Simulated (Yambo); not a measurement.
## Excitons in K2OsCl4O2

```
K2OsCl4O2
1.0
   -3.61314     3.61314     4.39413
    3.61314    -3.61314     4.39413
    3.61314     3.61314    -4.39413
O Cl K Os
2 4 2 1
Cartesian
  0.00000   0.00000   7.03193
  0.00000   0.00000   1.75633
  1.90420   1.90420   4.39413
  1.70895   1.70895   0.00000
 -1.90420   1.90420   4.39413
  1.90420  -1.90420   4.39413
  0.00000   3.61314   2.19706
  3.61315   0.00000   2.19706
  0.00000   0.00000   0.00000
```

The geometry is that of Materials Project entry mp-23097, symmetrised and not relaxed again.

BSE in Yambo on norm-conserving PBEsol (Quantum ESPRESSO, 84 Ry, no spin-orbit coupling) bands: 4×4×4 mesh, 18 valence and 7 conduction bands, static screening with 122 bands and a 3 Ry block, scissor 3.01 eV, Tamm-Dancoff; field along x.

```tsv
state	energy (eV)	states within 2 meV	relative strength	class	main transitions
1	2.16	2	< 0.01	dark	several band pairs
2	2.59	1	< 0.01	dark	VB → CB+2 (96 %)
3	2.94	1	< 0.01	dark	several band pairs
4	3.02	2	1.00	strong	several band pairs
5	3.45	1	< 0.01	dark	several band pairs
6	3.53	1	< 0.01	dark	several band pairs
```

These are vertical excitations (zero momentum). The direct quasiparticle gap on this mesh is 4.65 eV; counted from there, state 1 is bound by 2.49 eV. Convergence with the mesh was not shown.

Spin singlets only. Strengths are relative to the strongest of the lowest states of this run; strong means a line over 3 % of the spectrum's maximum, dark under 0.03 %. Absolute energies carry the error of the G0W0 scissor, whose convergence isn't established; the long-wavelength screening was taken along (1,1,1) although the crystal is anisotropic.

Spin-orbit coupling is left out, which matters for elements this heavy: edges can move by tenths of an eV.
